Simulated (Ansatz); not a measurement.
Zr:
Space group P6₃/mmc (No. 194); a = 3.2416 Å, b = 3.2416 Å, c = 5.1455 Å, α = 90.00°, β = 90.00°, γ = 120.00°

| atom | site | symmetry | x | y | z |
|---|---|---|---|---|---|
| Zr | 2d | -6m2 | 0.6667 | 0.3333 | 0.2500 |

Relaxed at zero pressure with r²SCAN+D4 in the plane-wave PAW code Ansatz.

Q: The volume is raised by 3 % and shape and atoms relax at that volume. What pressure results, and how do the axes share the change?

A: -2.7 GPa; a 1.0 %, b 1.0 %, c 0.9 %; the energy rises by 6 meV/atom.

Q: Give the new structure.

A: 
Space group P6₃/mmc (No. 194); a = b = 3.2751 Å, c = 5.1922 Å, α = β = 90.00°, γ = 120.00°

```tsv
atom	site	symmetry	x	y	z
Zr	2d	-6m2	0.6667	0.3333	0.2500
```

The phase is kept; no other phase was compared at this pressure.

Space group P6_3/mmc (hcp (Mg type)). The cell was relaxed with r²SCAN+D4 under the symmetry of its start. No spin polarisation was allowed. The pairwise dispersion correction was not fitted to metals. Axis ratios of metals converge slowly with the k-mesh, so a and c are less sure than the volume.

Potentials: the earlier of the program's two PAW sets.
